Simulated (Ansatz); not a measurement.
**Relaxing a structure of ZnO**

The start is a generated cell, ZnO placed in the 6H structure type. The structure is fully relaxed (lattice and positions, P = 0) with PBEsol (plane waves to 420 eV, PAW, scalar-relativistic; Ansatz, a program for electronic structure). The first steps use a coarse 7×7×2 k-mesh.

The start:
```
ZnO
1.0
    3.14048     0.00000     0.00000
   -1.57024     2.71974     0.00000
    0.00000     0.00000    15.41023
Zn O
6 6
Direct
  0.00000   0.00000   0.00000
  0.00000   0.00000   0.50000
  0.66667   0.33333   0.83325
  0.33333   0.66667   0.33325
  0.66667   0.33333   0.16650
  0.33333   0.66667   0.66650
  0.00000   0.00000   0.87460
  0.00000   0.00000   0.37460
  0.66667   0.33333   0.70785
  0.33333   0.66667   0.20785
  0.66667   0.33333   0.04150
  0.33333   0.66667   0.54150
```

Q: What pressure does the first self-consistent step give?

A: +12.1 GPa (positive: the cell is compressed).

Q: How much energy is released per atom?

A: 0.03 eV/atom.

Q: How does the volume per atom move from start to end?

A: +7.4 %, from 10.97 to 11.78 Å³/atom.

Q: How do the shortest distances between atoms change?

A: The closest pairs of elements (up to four, under 3.6 Å), start → end: O–Zn 1.92 → 1.97 Å; O–O 3.14 → 3.21 Å; Zn–Zn 3.14 → 3.21 Å.

Q: Is the relaxed structure metallic? Give its gap.

A: 0.63 eV, direct at Γ (no spin-orbit coupling).

The space group stays P6₃mc (No. 186) (the run could not lower it); the end is AFLOW prototype AB_hP12_186_a2b_a2b (B6, as in SiC), with 12 atoms in the primitive cell. Final values are on a 10×10×2 k-mesh of the relaxed cell. No spin polarisation in the result.

The run could not lose the symmetry of its start; a randomly shaken copy of 12 atoms returns to this structure.

The first start was generated by placing the elements on the sites of a structure type. A measured structure of ZnO has the same space group, P6₃mc (No. 186); the sites were not compared with it.
